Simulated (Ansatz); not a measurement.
## Relaxing a structure of InAs

The start is a randomly generated symmetric cell of InAs (space group No. 160). Cell shape, volume and atoms are optimised at zero target pressure with r2SCAN (plane waves to 500 eV, PAW, scalar-relativistic; Ansatz, an electronic-structure program). The first steps use a coarse 6×6×6 k-mesh.

Starting cell:
```yaml
crystal:
  lattice:
    - [2.24245, 1.29468, 3.35174]
    - [-2.24245, 1.29468, 3.35174]
    - [0.00000, -2.58936, 3.35174]
  atoms:
    - { symbol: As, position: [0.19191, 0.19191, 0.19191] }
    - { symbol: In, position: [0.53740, 0.53740, 0.53740] }
```

Task: Does the structure survive the relaxation? Give the final space group.

Result: The space group goes from R3m (No. 160) to F-43m (No. 216); the end is zinc blende type, with 2 atoms in the primitive cell.

Task: By how much does the energy per atom fall from start to end?

Result: 0.42 eV/atom.

Task: How does the volume change?

Result: -2.4 %, from 29.19 to 28.50 Å³/atom.

Task: How do the shortest distances between atoms change?

Result: The closest pairs of elements (up to four, under 3.6 Å), start → end: As–In 2.59 → 2.65 Å.

Task: What band gap does the relaxed structure have at this level?

Result: 0.08 eV, direct at Γ (no spin-orbit coupling).

Task: Write out the relaxed structure.

Result: 
Space group F-43m (No. 216); a = b = c = 6.1089 Å, α = β = γ = 90.00°

| atom | site | symmetry | x | y | z |
|---|---|---|---|---|---|
| As | 4b | -43m | 0.5000 | 0.5000 | 0.5000 |
| In | 4d | -43m | 0.7500 | 0.7500 | 0.7500 |
(The calculation used a cell of 2 atoms; values per cell refer to that cell.)

Final values are on a 9×9×9 k-mesh of the relaxed cell. No spin polarisation in the result.

The run could not lose the symmetry of its start.
